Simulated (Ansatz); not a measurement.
# Co — contact hyperfine fields

Cell: a COD entry, ions relaxed with PBE at fixed cell.

```xyz
2
Lattice="2.5054 0.0000 0.0000 -1.2527 2.1697 0.0000 0.0000 0.0000 4.0893" Properties=species:S:1:pos:R:3 pbc="T T T"
Co    0.0000    1.4465    1.0223
Co    1.2527    0.7232    3.0670
```

Sites (sets of like atoms) are named by element and the number of their first atom in this list.

Level of theory: DFT, r2SCAN, plane waves and PAW, scalar-relativistic, collinear spin, 500 eV cutoff, Γ-centred 21×21×11 k-points, Fermi–Dirac smearing 0.05 eV (Ansatz 0.2.0). Start moments as typed (μB): 2 on each Co.

B_c = (2μ₀/3)μB(ρ↑ − ρ↓), with the spin density averaged over the Thomson radius around the nucleus, 7.77 T per e/Å³, positive along the up direction of the run. The valence column is what the valence and semicore waves of the PAW files give as listed; the rest comes from solving these waves and the inner shells again in each spin's potential.

**Question.** Give the site moments and the Fermi-contact fields.

**Answer.** The cell's net moment is 3.53 μB; the site moments, counted in spheres around the atoms, add up to 3.81 μB, and the difference lies between the spheres. One atom of each set is listed.

| site | atom | m (μB) | B_c (T) | valence column (T) | rest (T) |
| --- | --- | --- | --- | --- | --- |
| Co | 1 | 1.91 | -24.9 | 14.6 | -39.5 |

On Co the field amounts to -13.1 T per μB of the site's moment: core polarisation sets it against the moment.

At this cell the r2SCAN pressure is -10 GPa, so with r2SCAN the cell would shrink if it were relaxed. The entry's cell may itself be off. The program didn't check the stability of this electronic state in full, so a lower one may lie near. The run finds no gap above 0.1 eV, so moments and fields hang on the k-mesh and the smearing. Semilocal functionals underestimate the core's part of the field; in a metal the conduction electrons' part and a positive orbital field can offset that, so a measured field can be larger or smaller. Orbital and dipolar fields are left out.
